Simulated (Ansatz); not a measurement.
**Sb2Au: 15 steps of 3.0 fs from 300 K**

All numbers below come from DFT, LDA, all-electron LAPW, scalar-relativistic in Ansatz 0.2.0.

Command: `ansatz run input.yaml --threads 2 --pin off --max-ram 6144MiB --backend cpu --events-out ev --progress --plain --runs-dir out` The run took 9.4 min on 2 threads of Arm Neoverse V2, on a shared host, peak memory 0.68 GiB.

```yaml
crystal:
  lattice:
    - [0.0, 3.328, 3.328]
    - [3.328, 0.0, 3.328]
    - [3.328, 3.328, 0.0]
  atoms:
    - { symbol: Sb, position: [0.25, 0.25, 0.25] }
    - { symbol: Sb, position: [0.75, 0.75, 0.75] }
    - { symbol: Au, position: [0.0, 0.0, 0.0] }
kpoints:
  mp_grid: { grid: [5, 5, 5] }
scf:
  occupations: { method: fermi_dirac, width: 0.08 }
hamiltonian:
  xc: lda
  pseudopotentials: { kind: all_electron, lapw: { basis_error: 0.001 } }
output:
  forces: true
  stress: true
md:
  timestep: 3.0
  n_steps: 15
  ensemble: nvt_langevin
  temperature: 300
  initial_velocities: maxwell_boltzmann
  seed: 51191
```

Spin–orbit coupling is left out, though it moves levels of the heavy atoms by tenths of an eV or more.

The geometry is COD entry 9009002, unchecked; take it as a test cell.

Each frame lists Cartesian positions (Å) and forces (eV/Å). Free energies count from the first step, -869379.8173 eV.

Step 0 (t = 0.0 fs): E = 0.0 meV, T = 200 K

```
Sb    1.6640    1.6640    1.6640     0.000   0.000   0.000
Sb    4.9920    4.9920    4.9920     0.000   0.000   0.000
Au    0.0000    0.0000    0.0000     0.000   0.000   0.000
```

Step 1 (t = 3.0 fs): E = +0.3 meV, T = 191 K

```
Sb    1.6635    1.6656    1.6690     0.006  -0.012  -0.031
Sb    4.9947    4.9864    4.9875    -0.013   0.031   0.026
Au   -0.0007    0.0032   -0.0009     0.007  -0.019   0.004
```

Step 2 (t = 6.0 fs): E = +1.2 meV, T = 222 K

```
Sb    1.6625    1.6674    1.6724     0.015  -0.023  -0.055
Sb    4.9982    4.9806    4.9826    -0.030   0.065   0.053
Au   -0.0015    0.0073   -0.0015     0.016  -0.042   0.002
```

Step 3 (t = 9.0 fs): E = +2.7 meV, T = 260 K

```
Sb    1.6622    1.6688    1.6756     0.018  -0.035  -0.078
Sb    5.0009    4.9734    4.9779    -0.044   0.104   0.077
Au   -0.0025    0.0118   -0.0025     0.026  -0.070   0.001
```

Step 4 (t = 12.0 fs): E = +4.9 meV, T = 271 K

```
Sb    1.6634    1.6701    1.6797     0.014  -0.045  -0.104
Sb    5.0038    4.9660    4.9745    -0.056   0.145   0.097
Au   -0.0039    0.0166   -0.0045     0.042  -0.100   0.007
```

Step 5 (t = 15.0 fs): E = +7.7 meV, T = 252 K

```
Sb    1.6651    1.6721    1.6840     0.008  -0.056  -0.130
Sb    5.0075    4.9591    4.9723    -0.068   0.183   0.112
Au   -0.0054    0.0211   -0.0076     0.060  -0.126   0.019
```

Step 6 (t = 18.0 fs): E = +11.2 meV, T = 312 K

```
Sb    1.6664    1.6738    1.6888     0.005  -0.067  -0.158
Sb    5.0115    4.9516    4.9704    -0.079   0.220   0.124
Au   -0.0058    0.0250   -0.0117     0.074  -0.153   0.034
```

Step 7 (t = 21.0 fs): E = +15.4 meV, T = 241 K

```
Sb    1.6669    1.6757    1.6934     0.004  -0.078  -0.184
Sb    5.0152    4.9441    4.9686    -0.089   0.257   0.135
Au   -0.0063    0.0290   -0.0156     0.085  -0.179   0.048
```

Step 8 (t = 24.0 fs): E = +19.7 meV, T = 242 K

```
Sb    1.6680    1.6782    1.6970    -0.001  -0.087  -0.206
Sb    5.0186    4.9380    4.9669    -0.098   0.291   0.145
Au   -0.0073    0.0335   -0.0195     0.099  -0.204   0.060
```

Step 9 (t = 27.0 fs): E = +23.8 meV, T = 165 K

```
Sb    1.6695    1.6808    1.7003    -0.007  -0.091  -0.226
Sb    5.0227    4.9338    4.9655    -0.108   0.316   0.154
Au   -0.0086    0.0377   -0.0234     0.116  -0.225   0.072
```

Step 10 (t = 30.0 fs): E = +27.2 meV, T = 111 K

```
Sb    1.6709    1.6829    1.7024    -0.012  -0.096  -0.241
Sb    5.0265    4.9306    4.9643    -0.117   0.335   0.159
Au   -0.0094    0.0404   -0.0272     0.128  -0.239   0.082
```

Step 11 (t = 33.0 fs): E = +30.5 meV, T = 107 K

```
Sb    1.6718    1.6844    1.7042    -0.015  -0.099  -0.255
Sb    5.0297    4.9274    4.9633    -0.124   0.351   0.163
Au   -0.0099    0.0429   -0.0308     0.138  -0.253   0.092
```

Step 12 (t = 36.0 fs): E = +33.3 meV, T = 58 K

```
Sb    1.6730    1.6865    1.7055    -0.019  -0.102  -0.262
Sb    5.0325    4.9250    4.9634    -0.130   0.367   0.164
Au   -0.0109    0.0454   -0.0330     0.149  -0.265   0.098
```

Step 13 (t = 39.0 fs): E = +34.9 meV, T = 65 K

```
Sb    1.6749    1.6888    1.7065    -0.024  -0.105  -0.266
Sb    5.0346    4.9244    4.9650    -0.131   0.376   0.160
Au   -0.0114    0.0478   -0.0347     0.156  -0.271   0.106
```

Step 14 (t = 42.0 fs): E = +35.9 meV, T = 78 K

```
Sb    1.6766    1.6909    1.7084    -0.029  -0.104  -0.273
Sb    5.0363    4.9257    4.9674    -0.130   0.377   0.152
Au   -0.0115    0.0498   -0.0371     0.159  -0.272   0.121
```

Step 15 (t = 45.0 fs): E = +36.7 meV, T = 74 K

```
Sb    1.6787    1.6934    1.7104    -0.035  -0.105  -0.281
Sb    5.0377    4.9276    4.9701    -0.126   0.375   0.142
Au   -0.0118    0.0514   -0.0397     0.161  -0.271   0.139
```

(1) What is the mean temperature over the last 8 frames?

## Answers

(1) 113 K; so short a run of so small a cell isn't equilibrated.
